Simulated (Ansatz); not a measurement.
Input file for Ansatz (a program for electronic structure):

Ansatz 0.2 input:
```yaml
crystal:
  lattice:
    - [2.7358983277, 0.0, 0.0]
    - [-1.3679491639, 2.369357454, 0.0]
    - [0.0, 0.0, 4.8539537337]
  atoms:
    - { symbol: W, position: [0.6666666667, 0.3333333333, 0.75] }
    - { symbol: W, position: [0.3333333333, 0.6666666667, 0.25] }
kpoints:
  mp_grid: { grid: [17, 17, 9] }
hamiltonian:
  xc: lda
  pseudopotentials: { azcp: { folder: ./paw }, kind: paw }
scf:
  occupations: { method: fermi_dirac, width: 0.1 }
phonons:
  method: dfpt
  response_accuracy: low
  eigenvectors: true
  rigid_motions: translations
```

Output (shortened):

```
Pseudopotential: W, paw, valence charge 14
Functional definition: SPW92
Crystal: 2 atoms, lattice volume = 31.465 Å³
Basis set: ecut = 420 eV, 635 PW (Γ), exchange–correlation on 40×40×72 points (8 copies of the dense FFT grid, shifted against one another)
Bands: 18, of which v1, the nominal top of the filled ones, is band 14 counted from 1 (13 counted from 0)
Symmetry: 24 space group operations
k-points: 405 of 2601 (irreducible under 4 space group operations, time reversal used)
SCF iter   1: F=—  HF=-20260.761205 eV  |F-HF|=—  |Δ(HF+E_count)|=         —  Δρ=5.57e-2  dr2=8.83e-1  ethr=3.10e-3  ⟨swp⟩=5.0  Hψ=29457  notcnv=0
preconditioner: auto → Kerker (q_TF=auto, 2.676 Å⁻¹)
SCF iter   2: F=—  HF=-20260.509416 eV  |F-HF|=—  |Δ(HF+E_count)|=   2.52e-1  Δρ=3.28e-2  dr2=3.02e-1  ethr=3.10e-3  ⟨swp⟩=2.0  Hψ=11747  notcnv=0
SCF iter   3: F=—  HF=-20260.383227 eV  |F-HF|=—  |Δ(HF+E_count)|=   1.26e-1  Δρ=2.32e-3  dr2=6.51e-4  ethr=1.08e-3  ⟨swp⟩=3.0  Hψ=13939  notcnv=0
SCF iter   4: F=—  HF=-20260.383353 eV  |F-HF|=—  |Δ(HF+E_count)|=   1.26e-4  Δρ=3.21e-4  dr2=2.54e-5  ethr=2.33e-6  ⟨swp⟩=2.6  Hψ=13101  notcnv=0
SCF iter   5: F=—  HF=-20260.383345 eV  |F-HF|=—  |Δ(HF+E_count)|=   7.31e-6  Δρ=4.99e-5  dr2=5.17e-7  ethr=9.08e-8  ⟨swp⟩=2.0  Hψ=9692  notcnv=0
SCF iter   6: F=—  HF=-20260.383345 eV  |F-HF|=—  |Δ(HF+E_count)|=   4.45e-7  Δρ=6.03e-6  dr2=9.82e-9  ethr=1.85e-9  ⟨swp⟩=2.1  Hψ=9761  notcnv=0
SCF iter   7: F=—  HF=-20260.383345 eV  |F-HF|=—  |Δ(HF+E_count)|=   2.83e-9  Δρ=9.28e-7  dr2=2.33e-10  ethr=3.51e-11  ⟨swp⟩=2.3  Hψ=10366  notcnv=0
SCF iter   8: F=-20260.383345 eV  HF=-20260.383345 eV  |F-HF|=3.64e-12  |Δ(HF+E_count)|=  4.00e-11  Δρ=1.68e-7  dr2=5.07e-12  ethr=1.00e-12  ⟨swp⟩=5.5  Hψ=30586  notcnv=0
SCF 1 converged in 8 iterations: F = -20260.383345 eV  dr2 = 5.07e-12
DFPT response loops at Γ: preconditioner auto → Kerker (q_TF=auto, 2.676 Å⁻¹) (partly filled bands, converged f_vac=0.000) …
SCF converged after 8 iterations
Free energy (F): -20260.383345 eV
Harris-Foulkes:  -20260.383345 eV  (|F-HF|=3.64e-12)
Internal energy: -20260.317201 eV  (E = F + TS)
E sigma→0 (E₀):  -20260.350273 eV
Entropy (-TS):   -0.066144 eV (-33.072 meV/atom)
Fermi energy:    21.880173 eV
--- Per-component energies (eV) ---
  E_band       = -170.044081
  E_kinetic    = 847.694386
  E_local      = -1096.781746  (includes V_loc(G=0)·N_el)
  E_nonlocal   = -38.754662
  E_hartree    = 458.763893
  E_xc         = -532.498492
  E_vxc        = -463.942588  (∫ρ·V_xc dr)
  E_paw        = -16649.532012  (= ΣΔE_a)
  E_vpaw       = -335.787575  (= ΣTr[D̂ρ^β])
  E_aug_tail   = 0.000295  (compensation charges beyond the density's cutoff)
  E_ewald      = -3249.775363
  E_core_change = 0.566499  (= ΣΔE_core)
  E_smearing   = -0.066144  (= −TS)
  E_closure    = 0.000000  (closes the sum)
  Σ components = -20260.383345   (vs F -20260.383345, Δ=0.00e0)
  [band-id]    e_kinetic+e_local+e_nonlocal+2·e_hartree+e_vxc+e_vpaw+e_augmentation_tail = -170.044104   (vs E_band -170.044081, Δ=-2.35e-5)
--- Band table (eV; the first three rows and the last of 405) ---
  k-point 0: bands = ["-51.7533", "-51.6640", "-16.5723", "-15.4893", "-15.3118", "-15.3118", "-15.2012", "-15.2012", "12.6201", "15.7922", "20.1000", "21.3542", "21.3542", "21.8510", "21.9752", "21.9752", "23.8945", "23.8945"]
  k-point 1: bands = ["-51.7506", "-51.6668", "-16.5416", "-15.5242", "-15.3084", "-15.3084", "-15.2046", "-15.2046", "12.7462", "15.7693", "20.0463", "21.3341", "21.3341", "21.5584", "21.9241", "21.9241", "24.0169", "24.0169"]
  k-point 2: bands = ["-51.7429", "-51.6746", "-16.4528", "-15.6238", "-15.2989", "-15.2989", "-15.2142", "-15.2142", "13.1100", "15.6718", "19.9071", "20.8846", "21.2986", "21.2986", "21.7903", "21.7903", "24.3476", "24.3476"]
  k-point 404: bands = ["-51.5963", "-51.5901", "-16.4010", "-16.3948", "-15.8668", "-15.8641", "-15.6648", "-15.6309", "17.3089", "17.3696", "19.2351", "19.5509", "20.3271", "20.5082", "22.1029", "22.7915", "25.9530", "27.0696"]
--- Phonons (Γ-DFPT): 2 representative perturbations + reference, on 405 of 2601 k-points (Σ response iterations 4) ---
  ASR residual: 5.931e-4 → 0.000e0 eV/Å²; symmetrization residual: 3.546e-10 eV/Å²
  ASR residual per site (eV/Å²): 5.93e-4 5.93e-4
  Γ frequencies (cm⁻¹): 0.00 0.00 0.00 30.97 30.97 217.38
  non-analytic LO–TO correction: not included (Born effective charges unavailable; polar crystals: no LO–TO splitting at Γ)
```

Cost: roughly 50 core-seconds on shared cores.

Space group P6_3/mmc (hcp (Mg type)). The workflow started from a Materials Project entry (that database holds measured and hypothetical structures alike); the Crystallography Open Database copy checked does not list it. It is not the phase usual at ambient conditions (space group No. 229). Symmetry was held in the LDA relaxation; of distortions, only those at the zone centre were tested. The run is not spin-polarised. As this level gives no gap, phonon frequencies hold no LO–TO term and depend on the k-mesh and smearing (Fermi–Dirac, 0.1 eV here). Spin–orbit coupling is left out wherever it is not named.

Potentials: the earlier of the program's two PAW sets.

Ansatz is a plane-wave DFT program.
